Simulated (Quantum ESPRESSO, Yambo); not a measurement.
## K2Pt at +2 % isotropic strain: DFT and GW levels

```cif
data_K2Pt
_chemical_formula_sum 'K2 Pt1'
_space_group_name_H-M_alt 'P 1'
_space_group_IT_number 1
_cell_length_a 5.38935
_cell_length_b 5.38935
_cell_length_c 5.38935
_cell_angle_alpha 60.000
_cell_angle_beta 60.000
_cell_angle_gamma 60.000
loop_
_space_group_symop_operation_xyz
  'x, y, z'
loop_
_atom_site_label
_atom_site_type_symbol
_atom_site_fract_x
_atom_site_fract_y
_atom_site_fract_z
_atom_site_occupancy
K1 K 0.75000 0.75000 0.75000 1
K2 K 0.25000 0.25000 0.25000 1
Pt1 Pt 0.00000 0.00000 0.00000 1
```

The PBEsol cell relaxed from Materials Project entry mp-1062676 was given an isotropic strain of +2 % on all lattice vectors, and the atoms were relaxed again.

Starting point: PBEsol (pw.x of Quantum ESPRESSO, ONCV potentials, without SOC). G0W0 in Yambo: 4×4×4 Γ-centred k mesh, bands 5 to 154 and a 7 Ry block in the screening, 154 bands in G with the Bruneval-Gonze terminator, plasmon pole fitted at 27.2 eV.

```json
{
  "PBEsol gap along the band path": "1.30 eV",
  "PBEsol gap between the mesh's edge points (X → L)": "1.30 eV",
  "G0W0 gap between the same points": "2.09 eV",
  "PBEsol smallest direct gap on the mesh (at L)": "1.37 eV",
  "G0W0 direct gap at that point": "2.16 eV"
}
```

```json
[
 {"k point": "Γ", "band": "VB", "E PBEsol (eV)": "-0.07", "E QP (eV)": "-0.69", "shift (eV)": "-0.62", "Z": "0.74"},
 {"k point": "Γ", "band": "CB", "E PBEsol (eV)": "3.48", "E QP (eV)": "4.24", "shift (eV)": "0.76", "Z": "0.88"},
 {"k point": "L", "band": "VB", "E PBEsol (eV)": "-0.07", "E QP (eV)": "-0.68", "shift (eV)": "-0.61", "Z": "0.74"},
 {"k point": "L", "band": "CB", "E PBEsol (eV)": "1.30", "E QP (eV)": "1.49", "shift (eV)": "0.19", "Z": "0.82"},
 {"k point": "X", "band": "VB", "E PBEsol (eV)": "0.00", "E QP (eV)": "-0.60", "shift (eV)": "-0.60", "Z": "0.74"},
 {"k point": "X", "band": "CB", "E PBEsol (eV)": "1.53", "E QP (eV)": "1.91", "shift (eV)": "0.38", "Z": "0.82"}
]
```

Energies count from the PBEsol valence-band maximum.

Convergence of the G0W0 settings was not tested.

Without spin-orbit coupling, band edges of such heavy elements can be off by tenths of an eV.

The structure is a Materials Project entry; no match was found in the copy of COD used, and its stability was not checked.
